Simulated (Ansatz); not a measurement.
ZnPbO3:
Space group R3c, hexagonal axes (No. 161); a = b = 5.4332 Å, c = 14.3348 Å, α = β = 90.00°, γ = 120.00°

```csv
atom,site,symmetry,x,y,z
Zn,6a,3.,0.0000,0.0000,0.4990
Pb,6a,3.,0.0000,0.0000,0.2807
O,18b,1,0.3776,0.0260,0.2232
```
(The calculation used a cell of 10 atoms; values per cell refer to that cell.)

Relaxed at zero pressure with PBEsol in the plane-wave PAW code Ansatz.

Task: The volume is lowered by 3 % and shape and atoms relax at that volume. What pressure results, and how do the axes share the change?

Result: 4.5 GPa; a -0.7 %, b -0.7 %, c -1.7 %; the energy rises by 5 meV/atom.

Task: Give the new structure.

Result: 
Space group R3c, hexagonal axes (No. 161); a = b = 5.396 Å, c = 14.097 Å, α = β = 90.00°, γ = 120.00°

| atom | site | symmetry | x | y | z |
|---|---|---|---|---|---|
| Zn | 6a | 3. | 0.0000 | 0.0000 | 0.4990 |
| Pb | 6a | 3. | 0.0000 | 0.0000 | 0.2791 |
| O | 18b | 1 | 0.3794 | 0.0262 | 0.2237 |

The phase is kept; no other phase was compared at this pressure.

The workflow started from a Materials Project entry (that database holds measured and hypothetical structures alike); the Crystallography Open Database copy checked does not list it. With Zn and Pb taken as one species the cell has the higher symmetry R-3c, so it may be an ordered model of a mixed-site phase. Its standing as an ambient phase is unchecked. Symmetry was held in the PBEsol relaxation; of distortions, only those at the zone centre were tested. Spin–orbit coupling is left out wherever it is not named.

Potentials: the later of the program's two PAW sets.
